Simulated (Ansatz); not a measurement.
## Is this Si2P3 structure a true minimum?

The cell was found from a structure generator's guess, not taken from experiment.

Theory: DFT PBE, scalar-relativistic, plane waves, PAW in Ansatz 0.2.0. Plane waves to 420 eV, a k mesh through Γ of 12×12×12 on the computed 10-atom cell and Gaussian smearing (0.10 eV); no spin polarisation.

The cell below (10 atoms, space group R-3m (No. 166)) is relaxed within its symmetry.

```
CELL_PARAMETERS angstrom
1.79544 1.03660 17.43281
-1.79544 1.03660 17.43281
0.00000 -2.07320 17.43281
ATOMIC_POSITIONS crystal
Si 0.72387 0.72387 0.72387
Si 0.87710 0.87710 0.87710
Si 0.12290 0.12290 0.12290
Si 0.27613 0.27613 0.27613
P 0.37166 0.37166 0.37166
P 0.52046 0.52046 0.52046
P 0.47954 0.47954 0.47954
P 0.62834 0.62834 0.62834
P 0.76688 0.76688 0.76688
P 0.23312 0.23312 0.23312
```

For the test it was strained at random (σ = 1.5 % a component), the atoms were moved at random (σ = 0.10 Å), and all was relaxed again on a coarse 8×8×8 mesh (in the run’s order of axes) with 0.20 eV smearing, with no symmetry imposed.

Weakly bound directions are ill-defined at this level, which has no dispersion term.

Q: Does it come back?

A: It returns, within 1 meV/atom of the unmoved cell on that mesh and with the same symmetry when read at 0.1 Å (P-1 at 0.01 Å, so small strains and shifts remain). So it is stable against the distortions that fit this cell and that this random move excites. Modes that don't fit the cell aren't tested.
